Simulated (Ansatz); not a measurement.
PbSe:
```xyz
2
Lattice="0.0000 3.0852 3.0852 3.0852 0.0000 3.0852 3.0852 3.0852 0.0000" Properties=species:S:1:pos:R:3 pbc="T T T"
Se     0.0000     0.0000     0.0000
Pb     3.0852     3.0852     3.0852
```

Relaxed with HSE06.

Question: Give the Bader charges and basin volumes of the independent atoms, HSE06 in the plane-wave PAW code Ansatz.

Answer: 

```csv
atom,Bader charge (e),Bader volume (Å³)
Se1,-0.97,32.9
Pb2,+0.97,25.8
```

Space group Fm-3m (rock salt). The HSE06 relaxation kept the symmetry of its start. Scalar-relativistic: spin–orbit coupling is off unless named, which matters more the heavier the elements.

Potentials: the later of the program's two PAW sets.
